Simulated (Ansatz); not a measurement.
TiO₂:
Space group I4₁/amd, origin choice 1 (No. 141); a = 3.770 Å, b = 3.770 Å, c = 9.552 Å, α = 90.00°, β = 90.00°, γ = 90.00°

| atom | site | symmetry | x | y | z |
|---|---|---|---|---|---|
| Ti | 4b | -4m2 | 0.0000 | 0.0000 | 0.5000 |
| O | 8e | 2mm. | 0.0000 | 0.0000 | 0.2925 |
(The calculation used a cell of 6 atoms; values per cell refer to that cell.)

This is the PBEsol-relaxed structure.

Problem. All from the program Ansatz at the PBEsol level (PAW), unless another level is named. Give the electron effective mass.

Solution. 0.39, 0.39, 3.8 mₑ (principal values).

Problem. And the HSE06 gap on the PBEsol cell?

Solution. 3.65 eV.

Problem. What about the band gap?

Solution. 2.11 eV (indirect).

Problem. What about the hole effective mass?

Solution. 0.90, 1.7, 2.3 mₑ (principal values).

Problem. Next, the weight of the valence-edge state by species (Voronoi cells)?

Solution. O 97 %, Ti 3 %.

Problem. Next, the valence-band maximum?

Solution. on the Γ–X line, 88 % of the way from Γ.

Space group I4_1/amd (anatase). The PBEsol relaxation kept the symmetry of its start. No spin polarisation was allowed.

Potentials: the later of the program's two PAW sets.
